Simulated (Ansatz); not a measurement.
**Is this Cd2HgS3 structure a true minimum?**

The cell was found from a structure generator's guess, not taken from experiment.

Computed with DFT PBE, scalar-relativistic, plane waves, PAW (Ansatz 0.2.0). Plane waves to 420 eV, a k mesh through Γ of 12×12×4 on the computed 6-atom cell and Gaussian smearing (0.02 eV); no spin polarisation.

The cell below (6 atoms, space group P3m1 (No. 156)) is relaxed within its symmetry.

```xyz
6
Lattice="4.2083 0.0000 0.0000 -2.1042 3.6445 0.0000 0.0000 0.0000 10.2899" Properties=species:S:1:pos:R:3 pbc="T T T"
Cd    0.0000    0.0000    0.0167
Cd    2.1042    1.2148    3.4271
Hg    0.0000    2.4297    6.8520
S     0.0000    0.0000    7.7383
S     0.0000    2.4297    4.2619
S     2.1042    1.2148    0.8562
```

For the test a repeat of it with 12 atoms (edges 4.21, 7.29, 10.29 Å) was strained at random (σ = 1.5 % a component), the atoms were moved at random (σ = 0.10 Å), and all was relaxed again on a coarse 4×2×2 mesh (in the run’s order of axes) with 0.10 eV smearing, with no symmetry imposed.

Spin–orbit coupling, which can matter for Hg, is left out.

Question: Is the structure stable against such a distortion?

Answer: It returns, within 1 meV/atom of the unmoved cell on that mesh and with the same symmetry when read at 0.1 Å (P1 at 0.01 Å, so small strains and shifts remain). No instability shows in this cell; modes of other wave vectors, which need another repeat, aren't tested.
